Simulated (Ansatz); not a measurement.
RuB₂ (space group Pmmn)

```yaml
crystal:
  lattice:
    - [2.84949, 0.00000, 0.00000]
    - [0.00000, 4.62569, 0.00000]
    - [0.00000, 0.00000, 4.02364]
  atoms:
    - { symbol: B, position: [0.00000, 0.80386, 0.36259] }
    - { symbol: B, position: [0.00000, 0.19614, 0.36259] }
    - { symbol: B, position: [0.50000, 0.69614, 0.63741] }
    - { symbol: B, position: [0.50000, 0.30386, 0.63741] }
    - { symbol: Ru, position: [0.00000, 0.00000, 0.84873] }
    - { symbol: Ru, position: [0.50000, 0.50000, 0.15127] }
```

The slice is a (010) plane (indices of the conventional cell) through the point (0.500, 0.500, 0.151) (fractional), spanned by u = [100] and v = [001] in vectors of this cell: u (2.85 Å) and v (4.02 Å, at 90° to u). It covers one period; positions are fractions (u, v).

All values below come from PBEsol (plane waves to 420 eV, PAW, scalar-relativistic; Ansatz, an electronic-structure program). k mesh 16×10×12. Near the nuclei the fields are pseudised (PAW); where an atom keeps semicore shells as valence, they peak there. RuB2 is run without spin polarisation. RuB2 was relaxed with its symmetry unable to fall.

Three fields on this plane, each scaled to ten steps between its own extremes (0 low, 9 high; the total valence density on a logarithmic scale, the potential cut 8 eV below its top; x marks points blanked near nuclei; v = 0 in the bottom row):

Map A
```
|xxxxxxx4222332224xxxxxx|
|xxxxxxx4222332224xxxxxx|
|xxxxxx532223322235xxxxx|
|xxxxxx432222222234xxxxx|
|xxxx6532222222222356xxx|
|xxx543222222222222345xx|
|33332222111111112222333|
|22222222111111112222222|
|33333222111111112223333|
|55544332111001112334455|
|77765432110000112345677|
|88876542110000112456788|
|99987643100000013467899|
|99987642100000012467899|
|99987642100000012467899|
|99987642100000012467899|
|99987542100000012457899|
|99886532100000012356889|
|88876532100000012356788|
|88765432100000012345678|
|66655432110000112345566|
|44444322111001112234444|
|33333222211111122223333|
|22222222221111222222222|
|33322222222222222222233|
|xxx433222222222222334xx|
|xxxx5432222222222345xxx|
|xxxxxx422222222224xxxxx|
|xxxxxx432223322234xxxxx|
|xxxxxxx3222332223xxxxxx|
|xxxxxxx3222332223xxxxxx|
|xxxxxxx4222332224xxxxxx|
```

Map B
```
|xxxxxxx0003443000xxxxxx|
|xxxxxxx0014554100xxxxxx|
|xxxxxx000245542000xxxxx|
|xxxxxx000356653000xxxxx|
|xxxx0000256776520000xxx|
|xxx000014678876410000xx|
|00000014678888764100000|
|00000246788998876420000|
|00023467889999887643200|
|22345678899999988765432|
|33445678999999998765443|
|23345678999999998765433|
|11234678899999988764321|
|00123567899999987653210|
|00012467889999887642100|
|00002457889999887542000|
|00002457788998877542000|
|00012457788998877542100|
|00013467788888877643100|
|00124567788888877654210|
|11234567788888877654321|
|01124567778888777654211|
|00012456777887776542100|
|00000235677777765320000|
|00000013567777653100000|
|xxx000013566665310000xx|
|xxxx0000245665420000xxx|
|xxxxxx000356653000xxxxx|
|xxxxxx000245542000xxxxx|
|xxxxxxx0013553100xxxxxx|
|xxxxxxx0003443000xxxxxx|
|xxxxxxx0003443000xxxxxx|
```

Map C
```
|xxxxxxx8654444568xxxxxx|
|xxxxxxx8654334568xxxxxx|
|xxxxxx975433334579xxxxx|
|xxxxxx865433334568xxxxx|
|xxxx9865432222345689xxx|
|xxx986543222222345689xx|
|88776543322112233456778|
|66665433211111123345666|
|65554432211001122344555|
|55554332110000112334555|
|55554332110000112334555|
|65554332110000112334555|
|66554432100000012344556|
|66655432100000012345566|
|66655432100000012345566|
|66655432100000012345566|
|66655432110000112345566|
|66655432110000112345566|
|66655432210000122345566|
|66554432211111122344556|
|66554433221111223344556|
|65555433222112223345555|
|66655443322222233445566|
|66665544332222334455666|
|88876654433333344566788|
|xxx987654433334456789xx|
|xxxx9876544334456789xxx|
|xxxxxx865444444568xxxxx|
|xxxxxx976544445679xxxxx|
|xxxxxxx8654444568xxxxxx|
|xxxxxxx8654444568xxxxxx|
|xxxxxxx8654444568xxxxxx|
```

Q: Assign the maps to these fields: electron localisation function (ELF); valence electron density; electrostatic potential energy of an electron, from the cell's mean.

A: A is the electron localisation function (ELF); B is the electrostatic potential energy of an electron, from the cell's mean; C is the valence electron density.
